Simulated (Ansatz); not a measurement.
## KGaH4 — 69Ga NMR of the central transition

Cell: a COD entry, its atoms then relaxed with PBE in this cell.

```cif
data_KGaH4
_symmetry_space_group_name_H-M 'Pnma'
_symmetry_Int_Tables_number 62
_cell_length_a 8.9870
_cell_length_b 5.6130
_cell_length_c 7.2620
_cell_angle_alpha 90.000
_cell_angle_beta 90.000
_cell_angle_gamma 90.000
loop_
_atom_site_label
_atom_site_type_symbol
_atom_site_symmetry_multiplicity
_atom_site_Wyckoff_symbol
_atom_site_fract_x
_atom_site_fract_y
_atom_site_fract_z
K K 4 c 0.1813 0.2500 0.1625
Ga Ga 4 c 0.5635 0.2500 0.8082
H9 H 4 c 0.6914 0.2500 0.9605
H13 H 8 d 0.4158 0.9811 0.3204
H21 H 4 c 0.4005 0.2500 0.8934
```

One atom of each set is listed.

Computed with Ansatz: DFT, PBE, plane waves and PAW, scalar-relativistic, 420 eV cutoff, Γ-centred 3×5×4 k-points, Fermi–Dirac smearing 0.02 eV.

69Ga has I = 3/2 and Q = 171.0 mb (Pyykkö 2018); at 9.4 T its Larmor frequency is ν₀ = 96.3 MHz. Only the quadrupole interaction is simulated: positions count from each site's isotropic chemical shift, and shift anisotropy, dipolar and J coupling are left out.

Problem. What does the 69Ga spectrum (static powder) show for each site?

Solution. 

| site | first shell | C_Q (MHz) | η | P_Q (MHz) | δ_QIS (ppm) | breadth (kHz) |
| --- | --- | --- | --- | --- | --- | --- |
| Ga | 4 H at 1.59–1.61 Å | -7.95 | 0.46 | 8.23 | -182 | 121 |

δ_QIS = −(ν_Q²/30ν₀²)[I(I+1) − 3/4](1 + η²/3) × 10⁶ ppm with ν_Q = 3|C_Q|/[2I(2I−1)]; it falls as 1/B₀² in ppm, and the breadth as 1/B₀ in kHz.
